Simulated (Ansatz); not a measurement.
## Re3B: do energies and stresses tell the same story?

The calculation used DFT r2SCAN, scalar-relativistic, plane waves, PAW (Ansatz 0.2.0).

Settings: cutoff 500 eV, Γ-centred mesh 12×12×6 on the computed 8-atom cell, Gaussian smearing of 0.10 eV; no spin polarisation.

Relaxed cell: Cmcm, a = 2.895 Å, b = 9.341 Å, c = 7.285 Å, α = 90.00°, β = 90.00°, γ = 90.00°, 8 atoms in the primitive cell. Whether it is the stable form of this composition wasn't checked.

Energies at zero smearing and pressures from the stress tensor, at volumes with shape and atoms relaxed:
```csv
V (Å³/atom),E − E(first) (meV/atom),P (GPa)
11.575,0.00,27.75
11.945,-46.22,12.75
12.314,-60.55,0.02
12.684,-47.81,-10.77
13.053,-12.14,-19.91
```

Problem. Check P = −dE/dV between neighbouring volumes, and get the bulk modulus from the pressures alone.

Solution. With 1 eV/Å³ = 160.2 GPa:
```json
{"middle V (Å³/atom)": "11.760", "−ΔE/ΔV (GPa)": "20.046", "mean P (GPa)": "20.251"}
{"middle V (Å³/atom)": "12.129", "−ΔE/ΔV (GPa)": "6.213", "mean P (GPa)": "6.387"}
{"middle V (Å³/atom)": "12.499", "−ΔE/ΔV (GPa)": "-5.526", "mean P (GPa)": "-5.376"}
{"middle V (Å³/atom)": "12.868", "−ΔE/ΔV (GPa)": "-15.470", "mean P (GPa)": "-15.341"}
```

The two differ by 0.20 GPa at most. The mean of two end pressures misses the average over a step by about ΔV² P″/12, up to 0.21 GPa here; with that taken off 0.00 GPa remains. Around V = 12.314 Å³/atom, the two neighbours give B = −V ΔP/ΔV = 12.314 × 23.53 / 0.739 = 392.1 GPa, against B0 = 390.0 GPa from the Birch–Murnaghan fit of the energies.

Spin–orbit coupling is left out, which can shift energies with elements as heavy as these.

Cost: 6 runs of about 49 core-minutes in all, on Arm Neoverse V2 (shared hosts).